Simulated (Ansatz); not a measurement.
Input and command of a plane-wave DFT calculation in Ansatz:

```yaml
crystal:
  lattice:
    - [3.12858814, 0.0, 0.0]
    - [-1.56429407, 2.7094368, 0.0]
    - [0.0, 0.0, 5.016955]
  atoms:
    - { symbol: Al, position: [0.66666667, 0.33333333, 0.499287] }
    - { symbol: Al, position: [0.33333333, 0.66666667, 0.999287] }
    - { symbol: "N", position: [0.66666667, 0.33333333, 0.880713] }
    - { symbol: "N", position: [0.33333333, 0.66666667, 0.380713] }
basis:
  ecutwfc: 420
kpoints:
  mp_grid: { grid: [12, 12, 6] }
hamiltonian:
  xc: pbe
scf:
  occupations: { method: gaussian, width: 0.02 }
output:
  forces: true
  stress: true
  eigenvalues: true
  write_density: true
  write_potential: true
  elf: true
  volumetric_format: npy
relax:
  adjacent_minimum: "off"
  f_tol: 0.005
  max_steps: 80
  cell: { stress_tol: 0.05 }
```

```bash
ansatz run input.yaml --threads 4 --pin off --max-ram 8192MiB --backend cpu --events-out ev --progress --plain --runs-dir out
```

Processor: Intel(R) Xeon(R) Processor @ 2.70GHz, 4 threads, on a host shared with other jobs.

**Question.** Estimate time, memory and problem size.

**Answer.** About 4.6 s on 4 threads of Intel(R) Xeon(R) Processor @ 2.70GHz, with other jobs on the host, peak memory 0.42 GiB. It solves 12 bands at 76 k points (the mesh reduced by the symmetry that the task leaves, which can be less than the crystal's) with about 833 plane waves (on the last cell), in 26 SCF iterations over 4 ionic steps.
